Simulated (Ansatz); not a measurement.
All numbers below come from DFT PBE, scalar-relativistic, plane waves, PAW in Ansatz. All cells share a 420 eV cutoff and Γ-centred k meshes spaced at most about 0.3 Å⁻¹ (about 0.25 or finer for metals, 2π included). No spin polarisation in the final relaxations.

These are static total energies at zero pressure.

Two relaxed structures of Ta5W:

A.

```
Ta W
1.0
     1.64207   -2.33740    0.00000
     1.64207    2.33740    0.00000
     0.00000    0.00000   13.95418
Ta W
5 1
Cartesian
  0.0000 0.0000 2.2381
  1.6421 0.0000 4.6069
  0.0000 0.0000 6.9771
  1.6421 0.0000 9.3473
  0.0000 0.0000 11.7161
  1.6421 0.0000 0.0000
```

B.

```
Ta W
1.0
     2.75685    0.00000    0.00000
     0.00000    4.76910    0.00000
     0.00000    0.00000    8.30309
Ta W
5 1
Cartesian
  0.0000 0.0000 6.8862
  1.3784 2.3846 0.0000
  0.0000 0.0000 1.4169
  1.3784 2.3846 2.7886
  1.3784 2.3846 5.5145
  0.0000 0.0000 4.1515
```

Question: Which form is favoured at zero pressure, and by what margin per atom?

Answer: A is lower, by 206 meV/atom. A has Ta and W ordered on bcc sites, space group Cmmm (No. 65), 17.9 Å³/atom and no gap on its mesh; B has Ta and W ordered on fcc sites, space group Pmmm (No. 47), 18.2 Å³/atom and no gap. Counting all near atoms (those within 1.25 times the shortest distance at each site; a plus sign parts nearer from farther groups; a slash parts the counts of unlike sites), A has Ta 8+6, W 8+6 and B has Ta 12/4+8, W 4+8. In A, Ta on a site of symmetry mm2 is surrounded by 2 W at 2.78 Å, 6 Ta at 2.86–2.88 Å, 2 W at 3.24 Å and 4 Ta at 3.28–3.33 Å; around Ta on a second site of symmetry mm2 lie 8 Ta at 2.86–2.88 Å and 6 Ta at 3.28–3.33 Å; W has 4 Ta at 2.78 Å, 4 W at 2.86 Å, 4 Ta at 3.24 Å and 2 W at 3.28 Å; 1 more site not described. In B, around Ta on a site of symmetry mm2 lie 1 W at 2.73 Å, 3 Ta at 2.76–2.83 Å and 8 Ta at 3.08–3.10 Å; around Ta on a site of symmetry mmm lie 4 Ta at 2.76–2.79 Å and 8 Ta at 3.10 Å; W is surrounded by 2 Ta at 2.73 Å, 2 W at 2.76 Å and 8 Ta at 3.07 Å; 1 more site not described. Both come from invented guesses.

Spin–orbit coupling, which can matter for Ta and W, is left out. Cells relaxed within their symmetry can be saddle points.
